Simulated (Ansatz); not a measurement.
LiF:
```cif
data_F2Li2
_chemical_formula_sum 'Li2 F2'
_space_group_name_H-M_alt 'P 1'
_space_group_IT_number 1
_cell_length_a 3.03011
_cell_length_b 3.03011
_cell_length_c 4.65643
_cell_angle_alpha 90.000
_cell_angle_beta 90.000
_cell_angle_gamma 120.000
loop_
_space_group_symop_operation_xyz
  'x, y, z'
loop_
_atom_site_label
_atom_site_type_symbol
_atom_site_fract_x
_atom_site_fract_y
_atom_site_fract_z
_atom_site_occupancy
Li1 Li 0.33333 0.66667 0.38403 1
Li2 Li 0.66667 0.33333 0.88403 1
F1 F 0.33333 0.66667 0.99096 1
F2 F 0.66667 0.33333 0.49096 1
```

Relaxed with LDA.

Question: Give the optical modes at the zone centre with their infrared and Raman activity from DFPT, the program Ansatz at the LDA level (PAW).

Answer: Transverse frequencies, without the LO–TO term; a row sums one degenerate level.

| ω (cm⁻¹) | degeneracy | IR ((D/Å)²/amu) | Raman (Å⁴/amu) | activity |
|---|---|---|---|---|
| 152 | 2 | 0.00 | 0 | silent |
| 361 | 1 | 0.00 | 0 | silent |
| 432 | 1 | 8.90 | 0.35 | IR+Raman |
| 498 | 2 | 0.00 | 0.30 | Raman |
| 498 | 2 | 17.02 | 0.14 | IR+Raman |
| 555 | 1 | 0.00 | 0 | silent |

Question: How high does the top mode go among those that the LO–TO term moves?

Answer: 708 cm⁻¹ for q along x, 708 cm⁻¹ for q along y, 670 cm⁻¹ for q along z.

Space group P6_3mc (wurtzite). The first step of the workflow began from a Materials Project structure, measured or hypothetical; the Crystallography Open Database copy checked does not list it. It is not the phase usual at ambient conditions (space group No. 225). The LDA relaxation kept the symmetry of its start; phonons on a q-mesh show no instability.

Potentials: the later of the program's two PAW sets.
